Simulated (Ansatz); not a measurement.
## CdS (P6_3mc): volume and gaps against pressure

```xyz
4
Lattice="4.0735 0.0000 0.0000 -2.0368 3.5278 0.0000 0.0000 0.0000 6.6384" Properties=species:S:1:pos:R:3 pbc="T T T"
Cd    0.0000    2.3518   -0.0035
Cd    2.0368    1.1759    3.3157
S     0.0000    2.3518    2.4929
S     2.0368    1.1759    5.8121
```

This is the zero-pressure cell under LDA. Cell and atoms are relaxed by PAW (default files of Ansatz 0.2.0, cutoff 420 eV, stress met within about 0.05 GPa) at each pressure, in this structure whether or not another phase would take over; P is the pressure reached, less that of this cell. Levels come from LDA, all-electron LAPW in Ansatz 0.2.0, scalar-relativistic; k mesh 6×6×4, fixed occupations, basis error target 0.5 meV/atom. Conduction levels are in eV over the valence top (at Γ), at fixed fractional wave vectors.

| P (GPa) | V/V₀ | c/a | Γ | A ∥ z | L (oblique) |
| --- | --- | --- | --- | --- | --- |
| -2.00 | 1.0322 | 1.6286 | 0.954 | 2.639 | 3.242 |
| 0.00 | 1.0000 | 1.6297 | 1.024 | 2.703 | 3.250 |
| 1.99 | 0.9728 | 1.6295 | 1.085 | 2.754 | 3.254 |
| 4.00 | 0.9491 | 1.6313 | 1.135 | 2.799 | 3.249 |
| 7.00 | ? | ? | ? | ? | ? |
| 10.00 | 0.8925 | 1.6383 | 1.253 | 2.900 | 3.213 |
| 15.00 | 0.8561 | 1.6494 | 1.316 | 2.967 | 3.161 |

**Question.** Fit the third-order Birch-Murnaghan equation to the rows shown.

**Answer.** With f = [(V₀/V)^(2/3) − 1]/2, the normalised pressure F = P/[3f(1 + 2f)^(5/2)] is 67.0 GPa at f = -0.0105, 68.5 GPa at f = 0.0093, 68.9 GPa at f = 0.0177, 70.0 GPa at f = 0.0394, 70.7 GPa at f = 0.0546. The line F = B₀[1 + (3/2)(B′ − 4)f] gives B₀ = 67.8 GPa and B′ = 4.5.

**Question.** What are the volume deformation potentials and pressure coefficients of these levels at zero pressure?

**Answer.** 

```
      level  dE/dlnV (eV)  dE/dP = −(dE/dlnV)/B₀ (meV/GPa)  mean slope up to 2.0 GPa (meV/GPa)
          Γ         -2.21                             32.5                                30.5
      A ∥ z         -1.93                             28.4                                25.7
L (oblique)         -0.18                              2.7                                 2.0
```

dE/dlnV is the slope of a cubic fit in ln V at V₀. The last column is read from two rows and shows how the slope bends with pressure. A level that another band crosses inside the range is left out of the tables.

**Question.** What belongs in the row at 7.00 GPa?

**Answer.** The fits give V/V₀ = 0.9185 and Γ = 1.201 eV. Computed: V/V₀ = 0.9186, c/a = 1.6339, Γ = 1.201, A ∥ z = 2.854, L (oblique) = 3.235.

Limits of these numbers: no other phase was computed; many crystals of this kind change structure within this range, and rows or crossings beyond such a change describe a metastable lattice; no spin-orbit coupling on heavy atoms; the frozen-core PAW files of the relaxations were fitted under PBE, their cores solved anew for this functional; semilocal gaps are low, and the spacing of valleys can be off by tenths of an eV; levels are read at fixed fractional k, so an edge that moves off these points is missed.
